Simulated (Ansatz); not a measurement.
# Li (bcc, W type), generalised stacking-fault energy along a line

Li (bcc, W type) is sheared across one {211} plane: the third cell vector gains the shift, so faults repeat every 8.5 Å. The cut lies between planes 1.42 Å apart; the cell height is held.

```
Li
1.0
    3.01156     0.00000     0.00000
    0.00000     4.91786     0.00000
    0.00000     0.00000     8.51798
Li
6
Direct
  0.00000   0.00000   0.91667
  0.66667   0.50000   0.08333
  0.33333   0.00000   0.25000
  0.00000   0.50000   0.41667
  0.66667   0.00000   0.58333
  0.33333   0.50000   0.75000
```

In-plane vectors a = (3.012, 0.000) Å, b = (0.000, 4.918) Å, area 14.81 Å². The shift is s times the vector a (length 3.012 Å), so s = 1 restores the start. The shift is rigid: no atom relaxes. γ = [E(shift) − E(0)] / area.

All values below come from r2SCAN (plane waves to 500 eV, PAW, scalar-relativistic; Ansatz, a quantum-chemistry and plane-wave program). k mesh 13×8×5 (Γ-centred), Fermi-Dirac smearing 0.05 eV. E is the zero-smearing estimate. Compression counts positive. With partly filled bands, the k mesh leaves noise in γ, roughly 0.02 J/m² as judged from a few cases. Faults lie only 8.5 Å apart, and holding the cell height and the atoms raises γ above its relaxed value. Li was relaxed with its symmetry unable to fall. The zero of γ is zero shift.

| s | γ (J/m²) | σ normal to the fault (GPa) |
|---|---|---|
| 0.000 | 0.00 | 0.2 |
| 0.083 | 0.01 | 0.0 |
| 0.167 | 0.02 | 0.0 |
| 0.250 | 0.05 | 0.1 |
| 0.333 | 0.07 | 0.3 |
| 0.417 | 0.09 | 0.5 |
| 0.500 | 0.10 | 0.6 |
| 0.583 | 0.09 | 0.7 |
| 0.667 | 0.07 | 0.7 |
| 0.750 | 0.05 | 0.6 |
| 0.833 | 0.02 | 0.4 |
| 0.917 | 0.00 | 0.2 |

Summary:

Highest computed γ on the line: 0.10 J/m²
Position of the highest point: s = 0.417 and s = 0.500 and s = 0.583

(The slope of γ gives the shear force per area between the displaced halves; near zero shift its curvature is an elastic stiffness.)
